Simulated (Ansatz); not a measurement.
Geometry optimisation in Ansatz: input, command and trajectory.

```yaml
crystal:
  lattice:
    - [5.1171069463, 0.0, 0.0]
    - [0.0, 5.1171069463, 0.0]
    - [0.0, 0.0, 3.4488484345]
  atoms:
    - { symbol: Pb, position: [0.0, 0.0, 0.0] }
    - { symbol: Pb, position: [0.5, 0.5, 0.5] }
    - { symbol: O, position: [0.3082733376, 0.3082733376, 0.0] }
    - { symbol: O, position: [0.1917266624, 0.8082733376, 0.5] }
    - { symbol: O, position: [0.6917266624, 0.6917266624, 0.0] }
    - { symbol: O, position: [0.8082733376, 0.1917266624, 0.5] }
basis:
  ecutwfc: 420
kpoints:
  mp_grid: { grid: [8, 8, 10] }
hamiltonian:
  xc: pbesol
scf:
  occupations: { method: gaussian, width: 0.1 }
output:
  forces: true
  stress: true
  eigenvalues: true
  write_density: true
  write_potential: true
  elf: true
  volumetric_format: npy
relax:
  adjacent_minimum: "off"
  f_tol: 0.01
  max_steps: 30
  cell: { stress_tol: 0.1, fix: [volume] }
```

```bash
ansatz run input.yaml --threads 1 --pin off --max-ram 2560MiB --backend cpu --events-out ev --progress --plain --runs-dir out
```

These are results of Ansatz, DFT PBEsol, scalar-relativistic, plane waves, PAW, not measurements.

The volume is held at 1.06 times that of the relaxed cell.

Of 5 frames 4 are shown, positions in Å and forces in eV/Å; the SCF threshold varies from step to step. Steps run on the plane waves of an earlier cell, with a Pulay correction in the pressure. The basis is chosen afresh for the last frame, the zero of the energies, and at times for earlier ones too; energy and pressure step there, also at an unchanged geometry.

```xyz
6
Lattice="5.1171 0.0000 0.0000 0.0000 5.1171 0.0000 0.0000 0.0000 3.4488" Properties=species:S:1:pos:R:3:forces:R:3 pbc="T T T" step=1 free_energy_over_end_meV_per_atom=0.66 pressure_GPa=-6.55
Pb    0.0000    0.0000    0.0000    0.0000    0.0000    0.0000
Pb    2.5586    2.5586    1.7244    0.0000    0.0000    0.0000
O     1.5775    1.5775    0.0000    0.0525    0.0525    0.0000
O     0.9811    4.1360    1.7244   -0.0525    0.0525    0.0000
O     3.5396    3.5396    0.0000   -0.0525   -0.0525    0.0000
O     4.1360    0.9811    1.7244    0.0525   -0.0525    0.0000
6
Lattice="5.1279 0.0000 0.0000 0.0000 5.1279 0.0000 0.0000 0.0000 3.4343" Properties=species:S:1:pos:R:3:forces:R:3 pbc="T T T" step=2 free_energy_over_end_meV_per_atom=0.31 pressure_GPa=-6.38
Pb    0.0000    0.0000    0.0000    0.0000    0.0000    0.0000
Pb    2.5640    2.5640    1.7171    0.0000    0.0000    0.0000
O     1.5812    1.5812    0.0000    0.0507    0.0507    0.0000
O     0.9828    4.1452    1.7171   -0.0507    0.0507    0.0000
O     3.5467    3.5467    0.0000   -0.0507   -0.0507    0.0000
O     4.1452    0.9828    1.7171    0.0507   -0.0507    0.0000
6
Lattice="5.1371 0.0000 0.0000 0.0000 5.1371 0.0000 0.0000 0.0000 3.4221" Properties=species:S:1:pos:R:3:forces:R:3 pbc="T T T" step=3 free_energy_over_end_meV_per_atom=0.27 pressure_GPa=-5.95
Pb    0.0000    0.0000    0.0000    0.0000    0.0000    0.0000
Pb    2.5686    2.5686    1.7110    0.0000    0.0000    0.0000
O     1.5931    1.5931    0.0000   -0.0607   -0.0607    0.0000
O     0.9754    4.1617    1.7110    0.0607   -0.0607    0.0000
O     3.5440    3.5440    0.0000    0.0607    0.0607    0.0000
O     4.1617    0.9754    1.7110   -0.0607    0.0607    0.0000
6
Lattice="5.1375 0.0000 0.0000 0.0000 5.1375 0.0000 0.0000 0.0000 3.4215" Properties=species:S:1:pos:R:3:forces:R:3 pbc="T T T" step=5 free_energy_over_end_meV_per_atom=0.00 pressure_GPa=-6.09
Pb    0.0000    0.0000    0.0000    0.0000    0.0000    0.0000
Pb    2.5688    2.5688    1.7107    0.0000    0.0000    0.0000
O     1.5883    1.5883    0.0000    0.0017    0.0017    0.0000
O     0.9804    4.1571    1.7107   -0.0017    0.0017    0.0000
O     3.5492    3.5492    0.0000   -0.0017   -0.0017    0.0000
O     4.1571    0.9804    1.7107    0.0017   -0.0017    0.0000
```

It took 67 s on 1 thread of Intel(R) Xeon(R) Platinum 8488C (Sapphire Rapids) (shared host), peak memory 0.52 GiB.

Spin–orbit coupling is left out, which can shift energies with elements as heavy as these.